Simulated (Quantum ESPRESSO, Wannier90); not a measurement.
## MoS2 (R3m), plane waves to Wannier functions

```xyz
3
Lattice="-1.5921 2.7577 0.0000 -3.1843 0.0000 0.0000 -1.5921 0.9192 6.4821" Properties=species:S:1:pos:R:3 pbc="T T T"
Mo     0.0000     0.0000    -0.0043
S      1.5921    -0.9192     1.5480
S      1.5921    -0.9192    -1.5563
```

Structure: Materials Project mp-1434, symmetrised, not relaxed again. COD (Crystallography Open Database) has the formula in 3 space groups, this one among them (matched by group alone). Computed values, not measurements, from PBEsol: Quantum ESPRESSO (norm-conserving PseudoDojo potentials, cutoff 64 Ry, no spin polarisation, no spin-orbit coupling) on a Γ-centred 10×10×10 mesh, then Wannier90. Density: 12×12×12 mesh, cold smearing 0.01 Ry. The cell is built of weakly bound layers, chains or molecules, whose nearest atoms lie 3.85 Å apart. Database cells relaxed without dispersion often hold them too far apart, which can enlarge gaps and weakens couplings between them; spacing and stacking were not compared with the measured crystal.

Functional, cutoff and mesh named above are those of the base row (PBEsol); the first column says what each row takes instead. Model: 11 functions from bands 7-27, start hydrogen-like Mo: d; S: p, disentangled but not localised (num_iter = 0), frozen window tied to the conduction edge or Fermi level of each row, as listed, which moves Ω_I and hoppings a little by itself. Energies are relative to the valence-band maximum; the misfit is to pw.x on a path, for states up to 2.1 eV relative to the valence-band maximum. The functional changes, each with its own PseudoDojo files and their cutoffs, on the same cell. The disentangled Ω_I can sit in another minimum from row to row.

```json
[
 {"functional": "LDA", "frozen to (eV)": "2.55", "Ω_I (Å²)": "17.11", "rms misfit (meV)": "1.3", "gap (eV)": "1.05", "bottom of band 7 (eV)": "-6.55", "on-site S2 pz minus Mo1 dz2 (eV)": "-1.37", "hopping modulus Mo1 dyz – S3 py, R = 1 0 0 (eV)": "1.586", "hopping modulus S3 pz – S2 pz, R = 0 0 0 (eV)": "1.057", "hopping modulus Mo1 dx2-y2 – Mo1 dx2-y2, R = 0 1 0 (eV)": "0.595"},
 {"functional": "PBE", "frozen to (eV)": "2.57", "Ω_I (Å²)": "16.80", "rms misfit (meV)": "1.2", "gap (eV)": "1.08", "bottom of band 7 (eV)": "-6.52", "on-site S2 pz minus Mo1 dz2 (eV)": "-1.41", "hopping modulus Mo1 dyz – S3 py, R = 1 0 0 (eV)": "1.593", "hopping modulus S3 pz – S2 pz, R = 0 0 0 (eV)": "1.067", "hopping modulus Mo1 dx2-y2 – Mo1 dx2-y2, R = 0 1 0 (eV)": "0.591"},
 {"functional": "PBEsol", "frozen to (eV)": "2.57", "Ω_I (Å²)": "17.07", "rms misfit (meV)": "1.3", "gap (eV)": "1.07", "bottom of band 7 (eV)": "-6.56", "on-site S2 pz minus Mo1 dz2 (eV)": "-1.39", "hopping modulus Mo1 dyz – S3 py, R = 1 0 0 (eV)": "1.592", "hopping modulus S3 pz – S2 pz, R = 0 0 0 (eV)": "1.069", "hopping modulus Mo1 dx2-y2 – Mo1 dx2-y2, R = 0 1 0 (eV)": "0.597"}
]
```
